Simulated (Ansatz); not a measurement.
Input and output for TePb (rocksalt type): DFT, LDA, PAW with Ansatz's default frozen-core files, scalar-relativistic (Ansatz 0.2.0). This run: cell relaxed at zero pressure.

The start is a guessed cell of a prototype that needn't be stable.

Command: `ansatz run input.yaml --threads 1 --pin off --max-ram 2048MiB --backend cpu --events-out ev --progress --plain --runs-dir out` It took 21 s on 1 thread of Arm Neoverse V1, on a shared host, peak memory 0.39 GiB.

```yaml
crystal:
  lattice:
    - [0.0, 3.085379018, 3.085379018]
    - [3.085379018, 0.0, 3.085379018]
    - [3.085379018, 3.085379018, 0.0]
  atoms:
    - { symbol: Pb, position: [0.0, 0.0, 0.0] }
    - { symbol: Te, position: [0.5, 0.5, 0.5] }
kpoints:
  mp_grid: { grid: [12, 12, 12] }
scf:
  occupations: { method: fermi_dirac, width: 0.08 }
hamiltonian:
  xc: lda
  pseudopotentials: { kind: paw }
output:
  forces: true
  stress: true
  write_density: true
  write_potential: true
  elf: true
  volumetric_format: npy
relax:
  f_tol: 0.005
  max_steps: 40
  cell: {}
```

Output:

```
Engine: ansatz 0.2.0
Pseudopotentials: kind: paw
Pseudopotential: Pb, paw, valence charge 14, recommended cutoff 420 eV (normal), Pb.paw.azcp
Pseudopotential: Te, paw, valence charge 16, recommended cutoff 420 eV (normal), Te.paw.azcp
Functional definition: SPW92
  exchange = slater_x
  correlation = pw_c
Crystal: 2 atoms, lattice volume = 58.743 Å³
Basis set: ecut = 420 eV, 1139 PW (Γ)
Bands: 19, of which v1, the nominal top of the filled ones, is band 15 counted from 1 (14 counted from 0)
Symmetry: 48 space group operations
Space group: Fm-3m (ITA 225), of the structure as read, at distance tolerance 3.9e-5 Å
k-points: 72 of 1728
Non-local potential: Pb, projectors of the file, l = 0: 2, l = 1: 2, l = 2: 2, l = 3: 2
Non-local potential: Te, projectors of the file, l = 0: 2, l = 1: 2, l = 2: 2, l = 3: 2
PAW form: soft (Blöchl's): semilocal exchange-correlation on the pseudo side does not see the compensation charge
PAW frozen core: Pb, regenerated for the run's functional, and the local potential with it (the file was generated under x = pbe(κ = 0.804, μ = 0.2195149727645171), c = pbe(β = 0.06672455060314922))
PAW frozen core: Te, regenerated for the run's functional, and the local potential with it (the file was generated under x = pbe(κ = 0.804, μ = 0.2195149727645171), c = pbe(β = 0.06672455060314922))
PAW one-centre angular grid: Pb, 590 points (default); XC on 64 Gauss nodes
PAW one-centre angular grid: Te, 590 points (default); XC on 64 Gauss nodes
Initial density: superposition of atomic densities (neutral atoms: chi_scale 0, normalization atom), corrected by the library's trained network
Initial wavefunctions: pseudopotential atomic-orbital guess
Functional: x = slater, c = lda
SCF iter   1: F=—  HF=-18430.166187 eV  |F-HF|=—  |Δ(HF+E_count)|=         —  Δρ=4.60e-3  dr2=5.67e-3  ethr=1.77e-3  ⟨swp⟩=6.2  Hψ=7173  notcnv=0
preconditioner: auto → none  [insulator: Δε(μ)=0.309 eV  Ē_g=15.090 eV  σ=0.080 eV  W_gap=0.74  n_scr=14 (ndim 8)  ℏωp=21.7 eV  f_vac=0.003  D(μ)=0.02/eV (n_scr^D=0)  ε∞_Penn≈3.1]
SCF iter   2: F=—  HF=-18430.162348 eV  |F-HF|=—  |Δ(HF+E_count)|=   3.84e-3  Δρ=1.99e-3  dr2=9.38e-4  ethr=1.89e-5  ⟨swp⟩=2.1  Hψ=2532  notcnv=0
SCF iter   3: F=—  HF=-18430.162127 eV  |F-HF|=—  |Δ(HF+E_count)|=   2.22e-4  Δρ=1.87e-4  dr2=1.87e-5  ethr=3.13e-6  ⟨swp⟩=2.0  Hψ=2104  notcnv=0
SCF iter   4: F=—  HF=-18430.162116 eV  |F-HF|=—  |Δ(HF+E_count)|=   1.04e-5  Δρ=7.81e-5  dr2=2.31e-6  ethr=6.25e-8  ⟨swp⟩=2.0  Hψ=2450  notcnv=0
SCF iter   5: F=—  HF=-18430.162115 eV  |F-HF|=—  |Δ(HF+E_count)|=   7.41e-7  Δρ=3.22e-5  dr2=3.28e-7  ethr=7.69e-9  ⟨swp⟩=2.0  Hψ=2447  notcnv=0
SCF iter   6: F=-18430.162115 eV  HF=-18430.162115 eV  |F-HF|=1.57e-8  |Δ(HF+E_count)|=   8.00e-8  Δρ=6.27e-6  dr2=2.68e-8  ethr=3.33e-10  ⟨swp⟩=9.0  Hψ=8709  notcnv=0
SCF 1 converged in 6 iterations: F = -18430.162115 eV  dr2 = 2.68e-8
  greatest PAW one-centre occupation: 0.999 electrons in one spin orbital (limit 2), on the Te atom at site 1 (counted from 0), in its partial waves of l = 2
relax step   1: F+E_penalty+E_count = -18430.16211539 eV  Δ(F+E_penalty+E_count) = +0.000e0 eV  max|allowed force component| = 1.361e-29 eV/Å  Δτ_max = 0.0000 Å  P = +6.101 GPa  Ω = 58.743 Å³  (6 SCF iters, dr2 threshold 1.00e-7 eV, accepted)
Crystal: 2 atoms, lattice volume = 67.718 Å³
Basis set: ecut = 420 eV, 1363 PW (Γ)
Initial density: handed on by an earlier stage of this run
Initial wavefunctions: those handed on with the density
iter 1 solved again at ethr=2.07e-5 eV; its pass at ethr=3.10e-3 eV (dr2=6.20e-3 eV) is discarded
SCF iter   1: F=—  HF=-18430.251766 eV  |F-HF|=—  |Δ(HF+E_count)|=         —  Δρ=2.81e-3  dr2=6.20e-3  ethr=2.07e-5  ⟨swp⟩=1.9  Hψ=9821  notcnv=0
preconditioner: auto → none  [insulator: Δε(μ)=0.654 eV  Ē_g=14.622 eV  σ=0.080 eV  W_gap=0.96  n_scr=14 (ndim 8)  ℏωp=20.2 eV  f_vac=0.025  D(μ)=0.00/eV (n_scr^D=0)  ε∞_Penn≈2.9]
SCF iter   2: F=—  HF=-18430.251048 eV  |F-HF|=—  |Δ(HF+E_count)|=   7.18e-4  Δρ=1.28e-3  dr2=1.30e-3  ethr=2.07e-5  ⟨swp⟩=1.0  Hψ=1368  notcnv=0
SCF iter   3: F=—  HF=-18430.250992 eV  |F-HF|=—  |Δ(HF+E_count)|=   5.65e-5  Δρ=1.22e-4  dr2=7.83e-6  ethr=4.34e-6  ⟨swp⟩=2.3  Hψ=1643  notcnv=0
SCF iter   4: F=—  HF=-18430.250995 eV  |F-HF|=—  |Δ(HF+E_count)|=   3.58e-6  Δρ=5.29e-5  dr2=3.14e-6  ethr=2.61e-8  ⟨swp⟩=2.5  Hψ=2497  notcnv=0
SCF iter   5: F=—  HF=-18430.250994 eV  |F-HF|=—  |Δ(HF+E_count)|=   9.13e-7  Δρ=1.86e-5  dr2=3.15e-7  ethr=1.05e-8  ⟨swp⟩=3.0  Hψ=2173  notcnv=0
SCF iter   6: F=-18430.250994 eV  HF=-18430.250994 eV  |F-HF|=1.54e-9  |Δ(HF+E_count)|=   7.52e-8  Δρ=1.77e-6  dr2=2.25e-9  ethr=6.67e-10  ⟨swp⟩=9.0  Hψ=8589  notcnv=0
SCF 2 converged in 6 iterations: F = -18430.250994 eV  dr2 = 2.25e-9
relax step   2: F+E_penalty+E_count = -18430.25099427 eV  Δ(F+E_penalty+E_count) = -8.888e-2 eV  max|allowed force component| = 6.968e-30 eV/Å  Δτ_max = 0.0000 Å  P = -1.861 GPa  Ω = 67.718 Å³  energy of the carried Pulay correction = -1.534e-3 eV  (6 SCF iters, dr2 threshold 2.00e-7 eV, accepted)
Crystal: 2 atoms, lattice volume = 65.384 Å³
Basis set: ecut = 420 eV, 1243 PW (Γ)
iter 1 solved again at ethr=1.11e-6 eV; its pass at ethr=3.10e-3 eV (dr2=3.34e-4 eV) is discarded
SCF iter   1: F=—  HF=-18430.267797 eV  |F-HF|=—  |Δ(HF+E_count)|=         —  Δρ=6.49e-4  dr2=3.14e-4  ethr=1.11e-6  ⟨swp⟩=2.9  Hψ=9565  notcnv=0
preconditioner: auto → none  [insulator: Δε(μ)=0.587 eV  Ē_g=14.734 eV  σ=0.080 eV  W_gap=0.95  n_scr=14 (ndim 8)  ℏωp=20.5 eV  f_vac=0.009  D(μ)=0.01/eV (n_scr^D=0)  ε∞_Penn≈2.9]
SCF iter   2: F=—  HF=-18430.267745 eV  |F-HF|=—  |Δ(HF+E_count)|=   5.23e-5  Δρ=2.92e-4  dr2=6.51e-5  ethr=1.05e-6  ⟨swp⟩=1.0  Hψ=1368  notcnv=0
SCF iter   3: F=—  HF=-18430.267739 eV  |F-HF|=—  |Δ(HF+E_count)|=   5.88e-6  Δρ=2.37e-5  dr2=1.83e-7  ethr=2.17e-7  ⟨swp⟩=2.0  Hψ=1565  notcnv=0
iter 4 did not close the SCF: its close was put off for the readings that it lacked (scf_convergence_deferred on its scf_iter line)
[... lines left out ...]
SCF iter   2: F=—  HF=-18430.269329 eV  |F-HF|=—  |Δ(HF+E_count)|=   3.46e-5  Δρ=1.52e-4  dr2=6.16e-7  ethr=1.00e-8  ⟨swp⟩=2.0  Hψ=2302  notcnv=0
SCF iter   3: F=—  HF=-18430.269340 eV  |F-HF|=—  |Δ(HF+E_count)|=   1.13e-5  Δρ=2.69e-5  dr2=2.25e-8  ethr=2.05e-9  ⟨swp⟩=1.8  Hψ=2115  notcnv=0
SCF iter   4: F=—  HF=-18430.269340 eV  |F-HF|=—  |Δ(HF+E_count)|=   3.60e-7  Δρ=2.45e-6  dr2=5.09e-10  ethr=7.50e-11  ⟨swp⟩=2.0  Hψ=1982  notcnv=0
iter 5 did not close the SCF: its close was put off for the readings that it lacked (scf_convergence_deferred on its scf_iter line)
SCF iter   5: F=-18430.269340 eV  HF=-18430.269340 eV  |F-HF|=7.28e-12  |Δ(HF+E_count)|=   2.77e-9  Δρ=2.46e-7  dr2=1.01e-11  ethr=1.70e-12  ⟨swp⟩=2.9  Hψ=2371  notcnv=0
SCF iter   6: F=-18430.269340 eV  HF=-18430.269340 eV  |F-HF|=7.28e-12  |Δ(HF+E_count)|=  3.64e-12  Δρ=2.47e-8  dr2=1.85e-13  ethr=1.00e-12  ⟨swp⟩=5.7  Hψ=7178  notcnv=0
SCF 5 converged in 6 iterations: F = -18430.269340 eV  dr2 = 1.85e-13
relax step   5: F+E_penalty+E_count = -18430.26934040 eV  Δ(F+E_penalty+E_count) = -1.045e-3 eV  max|allowed force component| = 7.205e-29 eV/Å  Δτ_max = 0.0000 Å  P = -0.027 GPa  Ω = 64.952 Å³  stress off target by 2.69e-2 GPa  SCF on the basis re-selected at this cell (its energy is not comparable with the rows above)  (6 SCF iters)
basis re-selected at this cell: Δ(F+E_penalty+E_count) = -1.045e-3 eV, ΔP = -0.006 GPa vs the last step (what re-selecting the basis moved, of the pressure what is left beyond the Pulay correction that the steps carried, after the strain that the cell walked since its last selection, with what the two solves' SCF thresholds leave and, on support functions, any second-order correction that the steps lacked; it is no measure of the basis error at this ecutwfc). The dense FFT grid was sized anew with the basis: this SCF ran on 32×32×32 points, the steps before it on 30×30×30, so part of this shift can come from that change (see relax.cell in the input reference). This SCF's stress stands 2.69e-2 GPa from its target on what of the cell is left free (relax.cell.stress_tol is 5.00e-2 GPa) and its largest allowed force component is 7.20e-29 eV/Å (relax.f_tol is 5.00e-3 eV/Å): within both
SCF converged after 6 iterations
Free energy (F): -18430.269340 eV
Harris-Foulkes:  -18430.269340 eV  (|F-HF|=7.28e-12)
Internal energy: -18430.269105 eV  (E = F + TS)
E sigma→0 (E₀):  -18430.269223 eV
Entropy (-TS):   -0.000235 eV (-0.118 meV/atom)
Fermi energy:    9.283888 eV
--- Per-component energies (eV) ---
  E_band       = -310.388718
  E_kinetic    = 471.035137
  E_local      = -2339.466617  (includes V_loc(G=0)·N_el)
  E_nonlocal   = 49.440373
  E_hartree    = 1232.566983
  E_xc         = -343.910990
  E_vxc        = -239.476092  (∫ρ·V_xc dr)
  E_paw        = -14611.365085  (= ΣΔE_a)
  E_vpaw       = -717.055313  (= ΣTr[D̂ρ^β])
  E_aug_tail   = -0.000170  (compensation charges beyond the density's cutoff)
  E_ewald      = -2889.169684
  E_core_change = 0.600948  (= ΣΔE_core)
  E_smearing   = -0.000235  (= −TS)
  E_closure    = -0.000000  (closes the sum)
  Σ components = -18430.269340   (vs F -18430.269340, Δ=0.00e0)
--- Forces (eV/Å), atoms counted from 1 ---
  atom   1  Pb     0.00000000    -0.00000000    -0.00000000
  atom   2  Te    -0.00000000     0.00000000     0.00000000
  max |Σ_I F_I| component: 1.25e-28 eV/Å
--- Stress (GPa, compression-positive) ---
       -0.026862      -0.000000      -0.000000
       -0.000000      -0.026862       0.000000
       -0.000000       0.000000      -0.026862
  P = ⅓ Tr σ = -0.0269 GPa (-0.269 kbar)
--- Band table (eV; the first three rows and the last of 72) ---
  k-point 0: bands = ["-27.2367", "-27.2367", "-27.2292", "-27.2292", "-27.2292", "-7.7181", "-7.7181", "-7.7022", "-7.7022", "-7.7022", "-3.4254", "3.3298", "7.4925", "7.4925", "7.4925", "13.0083", "13.0083", "13.0083", "14.7364"]
  k-point 1: bands = ["-27.2367", "-27.2367", "-27.2292", "-27.2292", "-27.2292", "-7.7192", "-7.7192", "-7.7020", "-7.7011", "-7.7011", "-3.3627", "3.1050", "7.5115", "7.5115", "7.6255", "12.5942", "12.7044", "12.7044", "14.5845"]
  k-point 2: bands = ["-27.2366", "-27.2366", "-27.2291", "-27.2291", "-27.2291", "-7.7224", "-7.7224", "-7.7016", "-7.6978", "-7.6978", "-3.1772", "2.5336", "7.5701", "7.5701", "7.9279", "11.7923", "12.0463", "12.0463", "14.5308"]
  k-point 71: bands = ["-27.2368", "-27.2363", "-27.2288", "-27.2288", "-27.2281", "-7.7752", "-7.7215", "-7.6936", "-7.6936", "-7.6713", "-1.4435", "0.7602", "4.9174", "4.9174", "8.5726", "10.5269", "14.1627", "14.1627", "15.8610"]
--- Relaxed structure (4 steps of the walk, 4 accepted, 1 SCFs on fresh bases) ---
  F+E_penalty+E_count = -18430.26934040 eV   max|allowed force component| = 7.205e-29 eV/Å   (the final SCF, on the basis selected at the relaxed cell)
  cell:  # Å, volume = 64.9516 Å³
    - [1.2483661470228523e-33, 3.1904605224900813, 3.1904605224900813]
    - [3.1904605224900813, 2.0126719540303255e-33, 3.1904605224900813]
    - [3.1904605224900813, 3.1904605224900813, -6.623983642764268e-34]
  atoms:
    - { symbol: Pb, position: [2.0807059501746254e-35, -2.600882437717786e-35, -5.201764875450207e-36] }
    - { symbol: Te, position: [0.5000000000000001, 0.5000000000000001, 0.5000000000000001] }
```

Next run (the series' base cell), as changes to the input before:

```diff
   lattice:
-    - [0.0, 3.085379018, 3.085379018]
-    - [3.085379018, 0.0, 3.085379018]
-    - [3.085379018, 3.085379018, 0.0]
+    - [0.0, 3.1904605225, 3.1904605225]
+    - [3.1904605225, 0.0, 3.1904605225]
+    - [3.1904605225, 3.1904605225, 0.0]
   atoms:
   mp_grid: { grid: [12, 12, 12] }
+  band_path:
+    path:
+      - [0.0, 0.0, 0.0]
+      - [0.5, 0.0, 0.5]
+      - [0.625, 0.25, 0.625]
+      - [0.375, 0.375, 0.75]
+      - [0.0, 0.0, 0.0]
+      - [0.5, 0.5, 0.5]
+      - [0.5, 0.25, 0.75]
+      - [0.5, 0.0, 0.5]
+    npoints: 8
 scf:
   stress: true
-  write_density: true
-  write_potential: true
-  elf: true
-  volumetric_format: npy
-relax:
-  f_tol: 0.005
-  max_steps: 40
-  cell: {}
+  eigenvalues: true
+  populations: true
+  dos: { projected: true, de: 0.2, e_range: [-14, 8] }
```

Results part of the output:

```
SCF 1 converged in 6 iterations: F = -18430.269340 eV  dr2 = 1.27e-8
  greatest PAW one-centre occupation: 0.999 electrons in one spin orbital (limit 2), on the Te atom at site 1 (counted from 0), in its partial waves of l = 2
NSCF: frozen V_eff on 57 k-points
SCF converged after 6 iterations
Free energy (F): -18430.269340 eV
Harris-Foulkes:  -18430.269340 eV  (|F-HF|=1.35e-9)
Internal energy: -18430.269105 eV  (E = F + TS)
E sigma→0 (E₀):  -18430.269223 eV
Entropy (-TS):   -0.000235 eV (-0.118 meV/atom)
Fermi energy:    9.283921 eV
--- Per-component energies (eV) ---
  E_band       = -310.387940
  E_kinetic    = 471.034765
  E_local      = -2339.466935  (includes V_loc(G=0)·N_el)
  E_nonlocal   = 49.441054
  E_hartree    = 1232.567309
  E_xc         = -343.910828
  E_vxc        = -239.475885  (∫ρ·V_xc dr)
  E_paw        = -14611.365564  (= ΣΔE_a)
  E_vpaw       = -717.055938  (= ΣTr[D̂ρ^β])
  E_aug_tail   = -0.000170  (compensation charges beyond the density's cutoff)
  E_ewald      = -2889.169684
  E_core_change = 0.600948  (= ΣΔE_core)
  E_smearing   = -0.000235  (= −TS)
  E_closure    = 0.000000  (closes the sum)
  Σ components = -18430.269340   (vs F -18430.269340, Δ=0.00e0)
--- Forces (eV/Å), atoms counted from 1 ---
  atom   1  Pb    -0.00000000     0.00000000     0.00000000
  atom   2  Te     0.00000000     0.00000000     0.00000000
  max |Σ_I F_I| component: 2.51e-29 eV/Å
--- Stress (GPa, compression-positive) ---
       -0.026875      -0.000000       0.000000
        0.000000      -0.026875      -0.000000
        0.000000       0.000000      -0.026875
  P = ⅓ Tr σ = -0.0269 GPa (-0.269 kbar)
--- Band table (eV; the first three rows and the last of 72) ---
  k-point 0: bands = ["-27.2366", "-27.2366", "-27.2292", "-27.2292", "-27.2292", "-7.7181", "-7.7181", "-7.7022", "-7.7022", "-7.7022", "-3.4254", "3.3299", "7.4925", "7.4925", "7.4925", "13.0083", "13.0083", "13.0083", "14.7364"]
  k-point 1: bands = ["-27.2366", "-27.2366", "-27.2292", "-27.2291", "-27.2291", "-7.7192", "-7.7192", "-7.7020", "-7.7011", "-7.7011", "-3.3626", "3.1051", "7.5115", "7.5115", "7.6256", "12.5942", "12.7044", "12.7044", "14.5845"]
  k-point 2: bands = ["-27.2366", "-27.2366", "-27.2291", "-27.2290", "-27.2290", "-7.7224", "-7.7224", "-7.7016", "-7.6978", "-7.6978", "-3.1771", "2.5336", "7.5701", "7.5701", "7.9279", "11.7923", "12.0463", "12.0463", "14.5308"]
  k-point 71: bands = ["-27.2368", "-27.2362", "-27.2288", "-27.2288", "-27.2281", "-7.7752", "-7.7215", "-7.6936", "-7.6936", "-7.6713", "-1.4435", "0.7602", "4.9174", "4.9174", "8.5726", "10.5269", "14.1628", "14.1628", "15.8610"]
--- Löwdin populations: 2 sites ---
  site symbol       q [e]
     0     Pb     13.8249
     1     Te     16.1179
  spilling = 0.001908 (of n_electrons = 30.000000)
```

Next run (volume at 0.94 of the series' base cell), as changes to the input before:

```diff
   lattice:
-    - [0.0, 3.1904605225, 3.1904605225]
-    - [3.1904605225, 0.0, 3.1904605225]
-    - [3.1904605225, 3.1904605225, 0.0]
+    - [0.0, 3.1253308082, 3.1253308082]
+    - [3.1253308082, 0.0, 3.1253308082]
+    - [3.1253308082, 3.1253308082, 0.0]
   atoms:
   dos: { projected: true, de: 0.2, e_range: [-14, 8] }
+  write_density: true
+  write_potential: true
+  elf: true
+  volumetric_format: npy
```

Command: `ansatz run input.yaml --threads 1 --pin off --max-ram 2048MiB --backend cpu --events-out ev --progress --plain --runs-dir out` It took 7.6 s on 1 thread of Arm Neoverse V1, with other jobs on the host, peak memory 0.36 GiB.

Results part of the output:

```
SCF 1 converged in 6 iterations: F = -18430.230253 eV  dr2 = 1.99e-8
  greatest PAW one-centre occupation: 0.999 electrons in one spin orbital (limit 2), on the Te atom at site 1 (counted from 0), in its partial waves of l = 2
NSCF: frozen V_eff on 57 k-points
SCF converged after 6 iterations
Free energy (F): -18430.230253 eV
Harris-Foulkes:  -18430.230253 eV  (|F-HF|=5.92e-9)
Internal energy: -18430.229876 eV  (E = F + TS)
E sigma→0 (E₀):  -18430.230065 eV
Entropy (-TS):   -0.000377 eV (-0.188 meV/atom)
Fermi energy:    10.280293 eV
--- Per-component energies (eV) ---
  E_band       = -285.353262
  E_kinetic    = 473.076276
  E_local      = -2245.387327  (includes V_loc(G=0)·N_el)
  E_nonlocal   = 49.573054
  E_hartree    = 1197.714730
  E_xc         = -344.881970
  E_vxc        = -240.728820  (∫ρ·V_xc dr)
  E_paw        = -14611.547491  (= ΣΔE_a)
  E_vpaw       = -717.316708  (= ΣTr[D̂ρ^β])
  E_aug_tail   = -0.000131  (compensation charges beyond the density's cutoff)
  E_ewald      = -2949.377965
  E_core_change = 0.600948  (= ΣΔE_core)
  E_smearing   = -0.000377  (= −TS)
  E_closure    = -0.000000  (closes the sum)
  Σ components = -18430.230253   (vs F -18430.230253, Δ=0.00e0)
--- Forces (eV/Å), atoms counted from 1 ---
  atom   1  Pb    -0.00000000     0.00000000     0.00000000
  atom   2  Te     0.00000000    -0.00000000    -0.00000000
  max |Σ_I F_I| component: 3.02e-29 eV/Å
--- Stress (GPa, compression-positive) ---
        3.431872       0.000000      -0.000000
       -0.000000       3.431872      -0.000000
        0.000000      -0.000000       3.431872
  P = ⅓ Tr σ = 3.4319 GPa (34.319 kbar)
--- Band table (eV; the first three rows and the last of 72) ---
  k-point 0: bands = ["-26.4252", "-26.4252", "-26.4158", "-26.4158", "-26.4158", "-6.7968", "-6.7968", "-6.7757", "-6.7757", "-6.7757", "-2.9274", "4.5587", "8.2987", "8.2987", "8.2987", "14.1267", "14.1267", "14.1267", "15.6517"]
  k-point 1: bands = ["-26.4251", "-26.4251", "-26.4158", "-26.4157", "-26.4157", "-6.7982", "-6.7982", "-6.7755", "-6.7743", "-6.7743", "-2.8592", "4.2749", "8.3195", "8.3195", "8.4800", "13.6824", "13.7907", "13.7907", "15.4805"]
  k-point 2: bands = ["-26.4251", "-26.4251", "-26.4157", "-26.4156", "-26.4156", "-6.8027", "-6.8027", "-6.7751", "-6.7700", "-6.7700", "-2.6571", "3.5838", "8.3836", "8.3836", "8.8675", "12.8394", "13.0778", "13.0778", "15.4300"]
  k-point 71: bands = ["-26.4254", "-26.4245", "-26.4152", "-26.4152", "-26.4143", "-6.8762", "-6.8023", "-6.7651", "-6.7651", "-6.7359", "-0.6659", "1.5558", "5.5094", "5.5094", "9.5417", "11.5174", "15.1810", "15.1810", "17.1209"]
--- Löwdin populations: 2 sites ---
  site symbol       q [e]
     0     Pb     13.8615
     1     Te     16.0737
  spilling = 0.002159 (of n_electrons = 30.000000)
```

Spin–orbit coupling is left out, which matters for the heavy atoms. The PAW files were made under PBE.
